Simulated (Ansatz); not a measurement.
Cd (simple rhombohedral, space group No. 166) at seven volumes, plane-wave PAW PBEsol (Ansatz code), shape and atoms relaxed at each. One row is withheld.

| V (Å³/atom) | P (GPa) |
|---|---|
| 19.184 | ? |
| 19.816 | 4.09 |
| 20.448 | 1.83 |
| 21.081 | 0.01 |
| 21.713 | -1.49 |
| 22.346 | -2.76 |
| 22.978 | -3.78 |

Task: Fit the shown pressures and predict the withheld one.

Result: P = (3/2)B₀(x^(7/2) − x^(5/2))[1 + (3/4)(B′ − 4)(x − 1)] with x = (V₀/V)^(2/3). Least squares on the six rows gives V₀ = 21.084 Å³/atom, B₀ = 55.5 GPa, B′ = 5.46. At V = 19.184, x = 1.0650 and P = 6.78 GPa. The run itself gave 6.82 GPa.

Space group R-3m (simple rhombohedral). The workflow started from a Materials Project entry (that database holds measured and hypothetical structures alike); the Crystallography Open Database copy checked does not list it. It is not the phase usual at ambient conditions (space group No. 194). Symmetry was held in the PBEsol relaxation; its stability against distortions is not shown here.

Potentials: the later of the program's two PAW sets.
